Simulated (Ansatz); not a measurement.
ScPd3:
```
ScPd3
1.0
   -2.03013     2.03013     3.95583
    2.03013    -2.03013     3.95583
    2.03013     2.03013    -3.95583
Pd Sc
3 1
Direct
  0.50000   0.50000   0.00000
  0.75000   0.25000   0.50000
  0.25000   0.75000   0.50000
  0.00000   0.00000   0.00000
```

Relaxed with PBE. Special points in fractions of this cell's reciprocal vectors: Γ (0.000, 0.000, 0.000); X (0.000, 0.000, 0.500); P (0.250, 0.250, 0.250); N (0.000, 0.500, 0.000); M (0.500, 0.500, -0.500); S (0.316, 0.684, -0.316); S0 (-0.316, 0.316, 0.316); R (-0.132, 0.132, 0.500); G (0.500, 0.500, -0.132).

Task: List the band energies nearest the Fermi level at these points for PBE in the plane-wave PAW code Ansatz.

Result: In eV from the Fermi level; about four levels below and three above (degenerate sets whole), none deeper than 8.9 eV; points with the same levels are listed once.

```
k                          below                above
-  -----------------------------  -------------------
Γ        -1.53 -1.25 -0.94 -0.04  2.23 2.37 2.40 2.40
X        -1.46 -1.01 -0.94 -0.56       0.94 0.97 1.78
P  -1.35 -1.35 -0.81 -0.74 -0.10  1.59 1.59 2.19 2.19
N        -1.59 -1.47 -1.41 -0.55       0.02 0.67 1.69
M        -0.72 -0.72 -0.54 -0.04       2.59 3.01 3.01
S  -1.41 -1.40 -0.90 -0.76 -0.21       0.16 1.85 2.75
R        -1.23 -0.90 -0.87 -0.47       0.11 0.24 1.79
```

Space group I4/mmm. A made-up cell: these elements were put on the sites of a structure type; neither database checked (COD, Materials Project) lists it. COD files the formula under space group No. 221, so this cell is another polymorph or a model. Its standing as an ambient phase is unchecked. The cell was relaxed with PBE under the symmetry of its start; whether a distortion lowers the energy is not shown. The run is not spin-polarised. Spin–orbit coupling is left out wherever it is not named.

Potentials: the earlier of the program's two PAW sets.
